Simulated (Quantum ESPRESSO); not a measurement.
# Band energies of BaF2

```
CELL_PARAMETERS angstrom
      0.00000     3.01938     3.01938
      3.01938     0.00000     3.01938
      3.01938     3.01938     0.00000
ATOMIC_POSITIONS crystal
  F  0.25000 0.25000 0.25000
  F  0.75000 0.75000 0.75000
  Ba 0.00000 0.00000 0.00000
```

LDA (Quantum ESPRESSO, PseudoDojo norm-conserving, 84 Ry, scalar-relativistic); path ΓXWKΓLUWLK,UX; energies in eV from the valence-band maximum.

```
k (1/Å)  point  band 8  band 9  band 10  band 11  band 12  band 13  band 14  band 15
-------  -----  ------  ------  -------  -------  -------  -------  -------  -------
0.00         Γ   -1.80   -1.80    -0.17    -0.17    -0.17     6.79     9.48     9.48
0.23             -1.68   -1.64    -0.40    -0.14    -0.14     7.20     9.30     9.61
0.58             -1.17   -1.17    -0.97    -0.07    -0.07     7.83     9.84    10.25
0.81             -0.76   -0.76    -0.49    -0.14    -0.14     7.40     9.71    10.87
1.04         X   -0.49   -0.49    -0.28    -0.27    -0.27     7.20     9.40    11.26
1.17             -0.49   -0.49    -0.31    -0.29    -0.28     7.23     9.46    11.05
1.56         W   -0.60   -0.44    -0.39    -0.39    -0.34     7.46    10.15    10.34
1.81             -0.66   -0.56    -0.35    -0.33    -0.26     7.46     9.86    10.24
1.93         K   -0.70   -0.55    -0.35    -0.32    -0.24     7.46     9.79    10.28
2.13             -0.95   -0.81    -0.47    -0.36    -0.06     7.80     9.73    10.04
2.43             -1.21   -0.88    -0.83    -0.35    -0.01     8.25     9.32     9.74
2.63             -1.48   -1.28    -0.55    -0.28    -0.08     7.81     9.30     9.56
2.93             -1.78   -1.76    -0.20    -0.18    -0.16     6.87     9.46     9.48
3.03         Γ   -1.80   -1.80    -0.17    -0.17    -0.17     6.79     9.48     9.48
3.23             -1.74   -1.63    -0.27    -0.18    -0.18     7.10     9.46     9.46
3.43             -1.58   -1.22    -0.48    -0.21    -0.21     7.82     9.44     9.44
3.73             -1.38   -0.76    -0.54    -0.20    -0.20     8.85     9.46     9.46
3.93         L   -1.34   -0.80    -0.39    -0.19    -0.19     9.40     9.47     9.47
4.25             -1.10   -1.01    -0.38    -0.24    -0.11     8.08     9.71     9.85
4.57         U   -0.70   -0.55    -0.35    -0.32    -0.24     7.46     9.79    10.28
4.82             -0.59   -0.56    -0.36    -0.35    -0.31     7.46    10.05    10.18
4.94         W   -0.60   -0.44    -0.39    -0.39    -0.34     7.46    10.15    10.34
5.12             -0.71   -0.71    -0.40    -0.30    -0.20     7.57    10.01    10.25
5.40             -1.12   -1.03    -0.39    -0.23    -0.12     8.22     9.64     9.80
5.58             -1.31   -0.84    -0.39    -0.19    -0.17     8.98     9.49     9.56
5.67         L   -1.34   -0.80    -0.39    -0.19    -0.19     9.40     9.47     9.47
5.83             -1.26   -0.90    -0.39    -0.20    -0.15     8.68     9.53     9.62
6.07             -0.99   -0.89    -0.38    -0.27    -0.12     7.85     9.83     9.94
6.23             -0.78   -0.63    -0.36    -0.32    -0.19     7.54     9.87    10.12
6.31         K   -0.70   -0.55    -0.35    -0.32    -0.24     7.46     9.79    10.28
6.31         U   -0.70   -0.55    -0.35    -0.32    -0.24     7.46     9.79    10.28
6.40             -0.62   -0.44    -0.33    -0.31    -0.30     7.35     9.64    10.58
6.68         X   -0.49   -0.49    -0.28    -0.27    -0.27     7.20     9.40    11.26
```

The LDA gap is indirect, 6.79 eV, from 36 % of the way from K to Γ to Γ; the smallest direct gap is 6.96 eV.

Geometry relaxed with LDA.
